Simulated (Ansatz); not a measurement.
**Equation of state of PtPb from a dense series**

```xyz
4
Lattice="4.2500 0.0000 0.0000 -2.1250 3.6806 0.0000 0.0000 0.0000 5.4560" Properties=species:S:1:pos:R:3 pbc="T T T"
Pt    0.0000    2.4537    1.3640
Pt    2.1250    1.2269    4.0920
Pb    0.0000    0.0000    0.0000
Pb    0.0000    0.0000    2.7280
```

Atom numbers follow the list: Pt1, Pt2, Pb3, Pb4.

The geometry is COD entry 1522617, unchecked; take it as a test cell. It is an old determination, and later ones may differ.

No spin–orbit coupling, which matters for the heavy atoms here.

Level of theory: DFT, LDA, all-electron LAPW, scalar-relativistic in Ansatz 0.2.0.

Settings: a Γ-centred 10×10×7 k mesh, Fermi–Dirac smearing of 0.05 eV, basis error target 0.5 meV/atom, no spin polarisation.

The cell is scaled evenly. Fractional coordinates are held (clamped ions).

| V (Å³/atom) | P (GPa) |
| --- | --- |
| 20.483 | 12.56 |
| 20.910 | 9.36 |
| 21.123 | 7.91 |
| 21.336 | 6.54 |
| 21.550 | 5.25 |
| 21.763 | 4.04 |
| 22.190 | 1.85 |
| 22.617 | -0.07 |

(1) Fit a third-order Birch–Murnaghan curve to the pressures.

(2) Predict the pressure at the withheld volume, 20.056 Å³/atom.

Answers

(1) P = (3B0/2)(y^(7/2) − y^(5/2))[1 + (3/4)(B0′ − 4)(y − 1)] with y = (V0/V)^(2/3) fits within 0.01 GPa for V0 = 22.599 Å³/atom, B0 = 96.4 GPa and B0′ = 5.75.

(2) There y = 1.0828, so the fit gives 16.20 GPa; the run gave 16.15 GPa.
